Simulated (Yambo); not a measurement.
G0W0@PBEsol for NaCl (rock salt, space group Fm-3m, No. 225) in Yambo. Reference settings: 4×4×4 Γ-centred k mesh, bands 2 to 98 and a 10 Ry block in the screening, 98 bands in G with the Bruneval-Gonze terminator, plasmon pole fitted at 27.2 eV. The PBEsol gap Γ → Γ on this mesh is 5.01 eV; G0W0 gaps are taken between the same points.

With and without the terminator, as bands are cut:

| bands in G (in W) | gap, terminator (eV) | gap, none (eV) | valence shift, terminator (eV) | valence shift, none (eV) |
|---|---|---|---|---|
| 33 (98) | 8.116 | 7.890 | -2.165 | -1.715 |
| 62 (98) | 8.116 | 8.003 | -2.192 | -1.981 |
| 98 (98) | 8.113 | 8.066 | -2.187 | -2.093 |

Over this range the gap spans 0.003 eV with the terminator and 0.176 eV without, the valence shift 0.027 eV and 0.378 eV. Neither column has reached its limit for certain.

Geometry relaxed with PBEsol; primitive cell a = b = c = 3.9623 Å, α = β = γ = 60.00°.

A shift is the quasiparticle energy of the state minus its PBEsol energy.
